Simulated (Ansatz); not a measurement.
# A plane-wave run on K2NaScF6

input.yaml (Ansatz 0.2.0)

```yaml
crystal:
  lattice:
    - [0.0, 4.213467, 4.213467]
    - [4.213467, 0.0, 4.213467]
    - [4.213467, 4.213467, 0.0]
  atoms:
    - { symbol: K, position: [0.25, 0.25, 0.25] }
    - { symbol: K, position: [0.75, 0.75, 0.75] }
    - { symbol: Sc, position: [0.0, 0.0, 0.0] }
    - { symbol: F, position: [0.7658, 0.2342, 0.2342] }
    - { symbol: F, position: [0.2342, 0.7658, 0.2342] }
    - { symbol: F, position: [0.2342, 0.7658, 0.7658] }
    - { symbol: F, position: [0.7658, 0.2342, 0.7658] }
    - { symbol: F, position: [0.2342, 0.2342, 0.7658] }
    - { symbol: F, position: [0.7658, 0.7658, 0.2342] }
    - { symbol: Na, position: [0.5, 0.5, 0.5] }
  symmetry: { tolerance: 0.0003 }
kpoints:
  mp_grid: { grid: [5, 5, 5], shift: [0, 0, 0] }
  band_path:
    path:
      - [0.0, 0.0, 0.0]
      - [0.5, 0.0, 0.5]
      - [0.625, 0.25, 0.625]
      - [0.375, 0.375, 0.75]
      - [0.0, 0.0, 0.0]
      - [0.5, 0.5, 0.5]
      - [0.5, 0.25, 0.75]
      - [0.5, 0.0, 0.5]
    npoints: 8
magnetization:
  spin_polarized: false
scf:
  occupations: { method: gaussian, width: 0.1664 }
  lower_state_search: "off"
  max_iter: 200
hamiltonian:
  pseudopotentials: { kind: paw }
  xc: r2scan
basis:
  ecutwfc: 500
  fft_grid_basis: typed
output:
  forces: true
  stress: true
  eigenvalues: true
  bader: true
  populations: true
  elf: true
  write_potential: true
  volumetric_format: npy
  dos:
    e_range: [-12, 8]
    de: 0.05
    projected: { site_lists: { F: [F], K: [K], Na: [Na], Sc: [Sc] } }
  write_density: true
checkpoint:
  read: saved_state
```

Run as

```sh
ansatz run input.yaml --threads 1 --pin off --max-ram 2560MiB --backend cpu --events-out ev --progress --plain --runs-dir out
```

The run starts from an earlier solution of this cell. 

Output (shortened):

```
Pseudopotentials: kind: paw
Pseudopotential: K, paw, valence charge 9, recommended cutoff 500 eV (meta_gga), K.paw.azcp
Pseudopotential: Sc, paw, valence charge 11, recommended cutoff 500 eV (meta_gga), Sc.paw.azcp
Pseudopotential: F, paw, valence charge 7, recommended cutoff 500 eV (meta_gga), F.paw.azcp
Pseudopotential: Na, paw, valence charge 9, recommended cutoff 500 eV (meta_gga), Na.paw.azcp
Functional definition: r2SCAN
  exchange = r2scan_x(k0 = k0, k1 = k1, a1 = a1)
  correlation = r2scan_c
Crystal: 10 atoms, lattice volume = 149.606 Å³
Basis set: ecut = 500 eV, 3839 PW (Γ), exchange–correlation on 180×180×180 points (64 copies of the dense FFT grid, shifted against one another)
Bands: 50, of which v1, the nominal top of the filled ones, is band 40 counted from 1 (39 counted from 0)
Symmetry: 48 space group operations
Space group: Fm-3m (ITA 225), of the structure as read, at distance tolerance 1.6e-3 Å
k-points: 10 of 125
Initial density: read from a saved state, or passed on in memory by an earlier SCF of this step, an earlier step, the calling program or the single point that the run made first
Functional: x = r2scan, c = r2scan; τ floored in thin density (d = 2e-4 eV/Å³)
SCF iter   1: F=-11591.0278 eV  Δρ=6.78e-4  dr2=1.71e-4  dr2_τ=7.23e-4
SCF iter   2: F=-11591.0280 eV  Δρ=3.67e-4  dr2=4.27e-5  dr2_τ=7.13e-5
SCF iter   3: F=-11591.0281 eV  Δρ=1.74e-4  dr2=9.59e-6  dr2_τ=1.76e-5
SCF iter   4: F=-11591.0281 eV  Δρ=2.15e-5  dr2=5.64e-7  dr2_τ=9.76e-8
SCF iter   5: F=-11591.0281 eV  Δρ=5.31e-6  dr2=5.02e-8  dr2_τ=6.43e-9
Free energy (F): -11591.0281 eV
Harris-Foulkes:  -11591.0281 eV  (|F-HF|=1.41e-8)
Internal energy: -11591.0281 eV  (E = F + TS)
E sigma→0 (E₀):  -11591.0281 eV
Fermi energy:    5.0994 eV
--- Per-component energies (eV) ---
  E_band       = -866.3273
  E_kinetic    = 2148.4204
  E_local      = -6960.4130  (includes V_loc(G=0)·N_el)
  E_nonlocal   = 654.1220
  E_hartree    = 2558.8858
  E_xc         = -887.2599
  E_vxc        = -1277.7922  (∫ρ·V_xc dr)
  E_paw        = -4024.0092  (= ΣΔE_a)
  E_vpaw       = -637.8617  (= ΣTr[D̂ρ^β])
  E_aug_tail   = 0.0063  (compensation charges beyond the density's cutoff)
  E_vtau       = 89.4168  (kinetic-family band-sum trace: ∫τ·v_τ [+ j·A + Jᵃ·Aᵃ] dr)
  E_ewald      = -5079.9349
  E_core_change = -0.8455  (= ΣΔE_core)
  E_smearing   =  0.0000  (= −TS)
--- Forces (eV/Å), atoms counted from 1 ---
  atom   1  K      0.0000     0.0000     0.0000
  atom   2  K      0.0000     0.0000     0.0000
  atom   3  Sc     0.0000     0.0000     0.0000
  atom   4  F      0.6731     0.0000     0.0000
  atom   5  F      0.0000     0.6731     0.0000
  atom   6  F     -0.6731     0.0000     0.0000
  atom   7  F      0.0000    -0.6731     0.0000
  atom   8  F      0.0000     0.0000     0.6731
  atom   9  F      0.0000     0.0000    -0.6731
  atom  10  Na     0.0000     0.0000     0.0000
--- Stress (GPa, compression-positive) ---
        1.9255       0.0000       0.0000
        0.0000       1.9255       0.0000
        0.0000       0.0000       1.9255
  P = ⅓ Tr σ = 1.9255 GPa (19.255 kbar)
--- Löwdin populations: 10 sites ---
  site symbol       q [e]
     0      K      8.1406
     1      K      8.1406
     2     Sc      9.6159
     3      F      7.6145
     4      F      7.6145
     5      F      7.6145
     6      F      7.6145
     7      F      7.6145
     8      F      7.6145
     9     Na      8.1999
  spilling = 0.0027 (of n_electrons = 80.0000)
--- Bader charges: 10 sites ---
  site symbol  charge [e]  shift [e]
     0      K      0.9064     0.0000
     1      K      0.9064     0.0000
     2     Sc      2.2086     0.0024
     3      F     -0.8203     0.0003
     4      F     -0.8203     0.0003
     5      F     -0.8203     0.0003
     6      F     -0.8203     0.0003
     7      F     -0.8203     0.0003
     8      F     -0.8203     0.0003
     9     Na      0.9005     0.0006
```

Total energies depend on the potentials used, so only differences within one code and one set of settings carry meaning.

Origin: a database entry at a rescaled volume. Caveats: wide smearing.
